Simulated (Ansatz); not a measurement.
Nb:
```xyz
1
Lattice="-1.6512 1.6512 1.6512 1.6512 -1.6512 1.6512 1.6512 1.6512 -1.6512" Properties=species:S:1:pos:R:3 pbc="T T T"
Nb     0.0000     0.0000     0.0000
```

Relaxed with r²SCAN. Special points in fractions of this cell's reciprocal vectors: Γ (0.000, 0.000, 0.000); H (0.500, -0.500, 0.500); N (0.000, 0.000, 0.500); P (0.250, 0.250, 0.250).

Problem. List the band energies nearest the Fermi level at these points for plane-wave PAW r²SCAN with spin–orbit coupling (Ansatz code).

Solution. In eV from the Fermi level; about four levels below and three above (degenerate sets whole), none deeper than 8.9 eV; points with the same levels are listed once.

```csv
k,below,above
Γ,-6.26 -6.26,0.41 0.41 0.41 0.41
H,-3.89 -3.89 -3.89 -3.89,5.82 5.82 5.82 5.82
N,-3.90 -3.90 -1.71 -1.71,2.26 2.26 3.59 3.59
P,-1.13 -1.13 -1.13 -1.13,4.46 4.46 4.46 4.46
```

Space group Im-3m (bcc (W type)). The r²SCAN relaxation kept the symmetry of its start. No spin polarisation was allowed.

Potentials: the earlier of the program's two PAW sets.
